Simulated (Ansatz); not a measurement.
All numbers below come from DFT PBE, scalar-relativistic, plane waves, PAW (Ansatz). Several structures of Bi2Te2O3 from a search were relaxed, and the powder pattern of one of them was computed from 10° to 70° in 2θ (λ = 1.5406 Å).

Cu Kα1 powder pattern (kinematic, no thermal factors).
```json
{"2θ (°)": "12.65", "relative intensity": "14"}
{"2θ (°)": "15.62", "relative intensity": "1"}
{"2θ (°)": "17.79", "relative intensity": "7"}
{"2θ (°)": "22.28", "relative intensity": "72"}
{"2θ (°)": "22.50", "relative intensity": "25"}
{"2θ (°)": "23.48", "relative intensity": "5"}
{"2θ (°)": "25.45", "relative intensity": "2"}
{"2θ (°)": "26.77", "relative intensity": "22"}
{"2θ (°)": "28.11", "relative intensity": "100"}
{"2θ (°)": "31.05", "relative intensity": "37"}
{"2θ (°)": "31.27", "relative intensity": "26"}
{"2θ (°)": "31.55", "relative intensity": "6"}
{"2θ (°)": "32.95", "relative intensity": "6"}
{"2θ (°)": "33.22", "relative intensity": "31"}
{"2θ (°)": "36.02", "relative intensity": "7"}
{"2θ (°)": "36.76", "relative intensity": "4"}
{"2θ (°)": "38.29", "relative intensity": "20"}
{"2θ (°)": "38.59", "relative intensity": "2"}
{"2θ (°)": "39.83", "relative intensity": "9"}
{"2θ (°)": "40.70", "relative intensity": "30"}
{"2θ (°)": "41.97", "relative intensity": "22"}
{"2θ (°)": "44.01", "relative intensity": "1"}
{"2θ (°)": "44.31", "relative intensity": "4"}
{"2θ (°)": "45.22", "relative intensity": "5"}
{"2θ (°)": "45.45", "relative intensity": "4"}
{"2θ (°)": "45.92", "relative intensity": "1"}
{"2θ (°)": "46.89", "relative intensity": "1"}
{"2θ (°)": "46.99", "relative intensity": "5"}
{"2θ (°)": "48.02", "relative intensity": "19"}
{"2θ (°)": "48.13", "relative intensity": "9"}
{"2θ (°)": "49.40", "relative intensity": "2"}
{"2θ (°)": "49.40", "relative intensity": "2"}
{"2θ (°)": "50.43", "relative intensity": "22"}
{"2θ (°)": "50.49", "relative intensity": "8"}
{"2θ (°)": "51.26", "relative intensity": "14"}
{"2θ (°)": "52.29", "relative intensity": "9"}
{"2θ (°)": "53.13", "relative intensity": "13"}
{"2θ (°)": "53.26", "relative intensity": "12"}
{"2θ (°)": "53.44", "relative intensity": "3"}
{"2θ (°)": "54.37", "relative intensity": "3"}
{"2θ (°)": "56.41", "relative intensity": "3"}
{"2θ (°)": "56.48", "relative intensity": "4"}
{"2θ (°)": "57.01", "relative intensity": "2"}
{"2θ (°)": "58.11", "relative intensity": "12"}
{"2θ (°)": "58.33", "relative intensity": "1"}
{"2θ (°)": "58.33", "relative intensity": "2"}
{"2θ (°)": "60.06", "relative intensity": "11"}
{"2θ (°)": "60.66", "relative intensity": "3"}
{"2θ (°)": "60.98", "relative intensity": "4"}
{"2θ (°)": "62.00", "relative intensity": "1"}
{"2θ (°)": "62.27", "relative intensity": "2"}
{"2θ (°)": "63.02", "relative intensity": "6"}
{"2θ (°)": "63.14", "relative intensity": "5"}
{"2θ (°)": "63.39", "relative intensity": "4"}
{"2θ (°)": "63.58", "relative intensity": "3"}
{"2θ (°)": "63.89", "relative intensity": "5"}
{"2θ (°)": "64.01", "relative intensity": "2"}
{"2θ (°)": "65.23", "relative intensity": "1"}
{"2θ (°)": "65.74", "relative intensity": "7"}
{"2θ (°)": "65.74", "relative intensity": "1"}
{"2θ (°)": "66.11", "relative intensity": "4"}
{"2θ (°)": "66.78", "relative intensity": "1"}
{"2θ (°)": "67.69", "relative intensity": "4"}
{"2θ (°)": "68.35", "relative intensity": "8"}
{"2θ (°)": "69.11", "relative intensity": "2"}
{"2θ (°)": "69.20", "relative intensity": "8"}
{"2θ (°)": "69.43", "relative intensity": "3"}
{"2θ (°)": "69.50", "relative intensity": "1"}
{"2θ (°)": "69.90", "relative intensity": "4"}
```

Task: Which structure gives it?
A.

```cif
data_structure
_symmetry_space_group_name_H-M 'P-3m1'
_symmetry_Int_Tables_number 164
_cell_length_a 3.6419
_cell_length_b 3.6419
_cell_length_c 14.4547
_cell_angle_alpha 90.000
_cell_angle_beta 90.000
_cell_angle_gamma 120.000
_cell_volume 166.03
loop_
_atom_site_label
_atom_site_type_symbol
_atom_site_symmetry_multiplicity
_atom_site_Wyckoff_symbol
_atom_site_fract_x
_atom_site_fract_y
_atom_site_fract_z
_atom_site_occupancy
Bi1 Bi 2 d 0.33333 0.66667 0.11002 1
Te1 Te 2 c 0.00000 0.00000 0.40927 1
O1 O 2 d 0.66667 0.33333 0.17515 1
O2 O 1 a 0.00000 0.00000 0.00000 1
```

B.

```cif
data_structure
_symmetry_space_group_name_H-M 'C2/m'
_symmetry_Int_Tables_number 12
_cell_length_a 11.6295
_cell_length_b 4.3015
_cell_length_c 8.1614
_cell_angle_alpha 90.000
_cell_angle_beta 121.039
_cell_angle_gamma 90.000
_cell_volume 349.82
loop_
_atom_site_label
_atom_site_type_symbol
_atom_site_symmetry_multiplicity
_atom_site_Wyckoff_symbol
_atom_site_fract_x
_atom_site_fract_y
_atom_site_fract_z
_atom_site_occupancy
Bi1 Bi 4 i 0.11145 0.00000 0.85408 1
Te1 Te 4 i 0.69469 0.00000 0.36674 1
O1 O 4 i 0.80746 0.50000 0.10813 1
O2 O 2 a 0.00000 0.00000 0.00000 1
```

C.

```cif
data_structure
_symmetry_space_group_name_H-M 'P1'
_symmetry_Int_Tables_number 1
_cell_length_a 4.3607
_cell_length_b 6.0347
_cell_length_c 7.9268
_cell_angle_alpha 109.970
_cell_angle_beta 92.427
_cell_angle_gamma 110.005
_cell_volume 181.21
loop_
_atom_site_label
_atom_site_type_symbol
_atom_site_symmetry_multiplicity
_atom_site_Wyckoff_symbol
_atom_site_fract_x
_atom_site_fract_y
_atom_site_fract_z
_atom_site_occupancy
Bi1 Bi 1 a 0.11162 0.27116 0.84114 1
Bi2 Bi 1 a 0.85356 0.73773 0.13888 1
Te1 Te 1 a 0.73279 0.42528 0.41745 1
Te2 Te 1 a 0.47018 0.70574 0.68518 1
O1 O 1 a 0.29012 0.61037 0.08712 1
O2 O 1 a 0.66285 0.36113 0.93076 1
O3 O 1 a 0.87888 0.88859 0.89947 1
```

D.

```cif
data_structure
_symmetry_space_group_name_H-M 'R-3m:H'
_symmetry_Int_Tables_number 166
_cell_length_a 3.6639
_cell_length_b 3.6639
_cell_length_c 41.5216
_cell_angle_alpha 90.000
_cell_angle_beta 90.000
_cell_angle_gamma 120.000
_cell_volume 482.71
loop_
_atom_site_label
_atom_site_type_symbol
_atom_site_symmetry_multiplicity
_atom_site_Wyckoff_symbol
_atom_site_fract_x
_atom_site_fract_y
_atom_site_fract_z
_atom_site_occupancy
Bi1 Bi 6 c 0.00000 0.00000 0.70481 1
Te1 Te 6 c 0.33333 0.66667 0.80781 1
O1 O 6 c 0.66667 0.33333 0.72706 1
O2 O 3 a 0.00000 0.00000 0.00000 1
```

Result: B. Its strongest line, at 2θ = 28.11°, has d = λ/(2 sin θ) = 3.172 Å and is the (1 1 1) reflection of the conventional C2/m cell with a = 11.630 Å, b = 4.302 Å, c = 8.161 Å, β = 121.0°. The others have their strongest lines at 23.7° (P1); 29.0° (P-3m1); 32.0° (R-3m). In energy it lies 43 meV/atom above the lowest of those shown.

These are computed cells and needn't be stable.
